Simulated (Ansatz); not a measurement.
## Phases of Ru at 1900 GPa

Structure types of Ru are relaxed in primitive cells with their symmetry kept at 1900 GPa, first on PAW files, then by LAPW. The enthalpy is E + pV at zero temperature, without zero-point motion. Only the types listed were tried, and differences under about 5 meV/atom are mesh noise. Not among the end structures: fcc, which may lie lower.

Level of theory: DFT with PBEsol, scalar-relativistic, in Ansatz 0.2.0; Fermi–Dirac smearing of 0.1 eV, no spin polarisation. LAPW: all electrons, basis error target 0.5 meV/atom; PAW: frozen-core files, cutoff 420 eV.

k meshes: bcc 24×24×24, hcp 22×22×12, beta tin 23×23×23, sc 21×21×21, simple hexagonal 23×23×21.

The PAW files were made under PBE.

**Question.** Which type is lowest in enthalpy, and by how much?

**Answer.** hcp, 1268 meV/atom below bcc. The whole table:

```
      start type                   ends as          a, b, c (Å)  V (Å³/atom)  H − H(lowest), LAPW (meV/atom)  same, PAW
             bcc                bcc, Im-3m  2.250, 2.250, 2.250         5.69                          1268.2     1278.0
             hcp             hcp, P6_3/mmc  2.009, 2.009, 3.257         5.69                             0.0        0.0
        beta tin        beta tin, I4_1/amd  3.522, 3.522, 1.889         5.86                          4868.7     4892.3
              sc                 sc, Pm-3m  1.814, 1.814, 1.814         5.96                          6514.1     6528.2
simple hexagonal  simple hexagonal, P6/mmm  1.926, 1.926, 1.812         5.82                          3698.9     3705.4
```
